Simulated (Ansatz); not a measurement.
One crystal and one scan (scan of one atom of the cell) at two levels, PBE (plane waves to 420 eV, PAW, scalar-relativistic; Ansatz, a first-principles code) and r2SCAN (plane waves to 500 eV, PAW, scalar-relativistic; Ansatz), each from its own relaxed cell and on its own mesh. The cell shown is that of PBE.

Starting cell, TiAl3 (D022 type, space group I4/mmm):

```yaml
crystal:
  lattice:
    - [-1.92294, 1.92294, 4.30997]
    - [1.92294, -1.92294, 4.30997]
    - [1.92294, 1.92294, -4.30997]
  atoms:
    - { symbol: Al, position: [0.50000, 0.50000, 0.00000] }
    - { symbol: Al, position: [0.75000, 0.25000, 0.50000] }
    - { symbol: Al, position: [0.25000, 0.75000, 0.50000] }
    - { symbol: Ti, position: [0.00000, 0.00000, 0.00000] }
```

In this cell atom 4 (Ti, nearest neighbour Al at 2.719 Å; its periodic images, 3.8 Å or more away, move with it) is moved by s along Cartesian x, unit vector (1.000, 0.000, 0.000); all other atoms and the cell stay fixed.

Energies are smeared free energies. TiAl3 is run without spin polarisation. TiAl3 was relaxed with its symmetry unable to fall. With partly filled bands, energies and forces of such displacements shift with the k mesh and the smearing. Both scans cover s from -0.270 to 0.270 Å.

ΔE (meV/cell), each from the undisplaced structure of its own level:

| s (Å) | PBE | r2SCAN |
|---|---|---|
| -0.270 | 355 | withheld |
| -0.216 | 227 | 256 |
| -0.162 | 127 | 144 |
| -0.108 | 57 | 64 |
| -0.054 | 14 | 16 |
| 0.000 | 0 | 0 |
| 0.054 | 14 | 16 |
| 0.108 | 57 | 64 |
| 0.162 | 127 | 144 |
| 0.216 | 227 | 256 |
| 0.270 | 355 | withheld |

**Question.** Estimate the r2SCAN value at 0.270 from the PBE value there and the ratio of the two levels in the two nearest given rows on that side of the minimum.

**Answer.** At 0.216 and 0.162 the ratio r2SCAN/PBE averages 1.131, which gives 1.131 × 355 = 402 meV/cell. The calculation gives 400 meV/cell, +12.7 % against PBE.

(For displaced atoms, the force is minus the slope of the energy, and its curvature is a force constant, which sets phonon frequencies.)
